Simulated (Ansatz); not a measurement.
ZrPt:
```
CELL_PARAMETERS angstrom
      1.69928    -5.14960     0.00000
      1.69928     5.14960     0.00000
      0.00000     0.00000     4.27208
ATOMIC_POSITIONS crystal
  Zr 0.85834 0.14166 0.75000
  Zr 0.14166 0.85834 0.25000
  Pt 0.59133 0.40867 0.75000
  Pt 0.40867 0.59133 0.25000
```

Relaxed with PBEsol. Special points in fractions of this cell's reciprocal vectors: Γ (0.000, 0.000, 0.000); Y (-0.500, 0.500, 0.000); C0 (-0.277, 0.723, 0.000); Σ0 (0.277, 0.277, 0.000); Z (0.000, 0.000, 0.500); A0 (0.277, 0.277, 0.500); E0 (-0.277, 0.723, 0.500); T (-0.500, 0.500, 0.500); S (0.000, 0.500, 0.000); R (0.000, 0.500, 0.500).

Problem. List the band energies nearest the Fermi level at these points for PBEsol with spin–orbit coupling in the plane-wave PAW code Ansatz.

Solution. In eV from the Fermi level; about four levels below and three above (degenerate sets whole), none deeper than 8.9 eV; points with the same levels are listed once.

```
k                     below                above
--  -----------------------  -------------------
Γ   -2.19 -2.19 -0.70 -0.70  0.98 0.98 0.99 0.99
Y   -2.45 -2.45 -0.88 -0.88  0.33 0.33 0.79 0.79
C0  -1.11 -1.11 -0.21 -0.21  0.25 0.25 1.70 1.70
Z   -0.92 -0.92 -0.92 -0.92  0.71 0.71 0.71 0.71
A0  -0.70 -0.70 -0.55 -0.55  0.45 0.45 0.60 0.60
T   -1.69 -1.69 -1.69 -1.69  0.72 0.72 0.72 0.72
S   -0.94 -0.94 -0.40 -0.40  0.20 0.20 1.39 1.39
R   -0.61 -0.61 -0.61 -0.61  0.32 0.32 0.32 0.32
```

Space group Cmcm. The first step of the workflow began from a Materials Project structure, measured or hypothetical; the Crystallography Open Database copy checked does not list it. COD files the formula under space group No. 221, so this cell is another polymorph or a model. Its standing as an ambient phase is unchecked. The PBEsol relaxation kept the symmetry of its start; of distortions, only those at the zone centre were tested. No spin polarisation was allowed.

Potentials: the later of the program's two PAW sets.
